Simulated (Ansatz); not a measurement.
Al3Ni:
```
CELL_PARAMETERS angstrom
      6.58711     0.00000     0.00000
      0.00000     7.30170     0.00000
      0.00000     0.00000     4.76332
ATOMIC_POSITIONS crystal
  Al 0.00986 0.25000 0.91574
  Al 0.99014 0.75000 0.08426
  Al 0.49014 0.75000 0.41574
  Al 0.50986 0.25000 0.58426
  Al 0.17074 0.44322 0.36597
  Al 0.82926 0.55678 0.63403
  Al 0.32926 0.55678 0.86597
  Al 0.67074 0.44322 0.13403
  Al 0.67074 0.05678 0.13403
  Al 0.32926 0.94322 0.86597
  Al 0.82926 0.94322 0.63403
  Al 0.17074 0.05678 0.36597
  Ni 0.87027 0.25000 0.44390
  Ni 0.12973 0.75000 0.55610
  Ni 0.62973 0.75000 0.94390
  Ni 0.37027 0.25000 0.05610
```

Relaxed with r²SCAN.

Give the Bader charges and basin volumes of the independent atoms, plane-wave PAW r²SCAN (Ansatz code).



```
atom  Bader charge (e)  Bader volume (Å³)
----  ----------------  -----------------
Al1              +1.31               10.1
Al5              +1.49                8.7
Ni13             -4.30               29.9
```

Space group Pnma. The first step of the workflow began from a Materials Project structure, measured or hypothetical; the Crystallography Open Database copy checked does not list it. Its standing as an ambient phase is unchecked. Symmetry was held in the r²SCAN relaxation; its stability against distortions is not shown here. The run is not spin-polarised.

Potentials: the later of the program's two PAW sets.
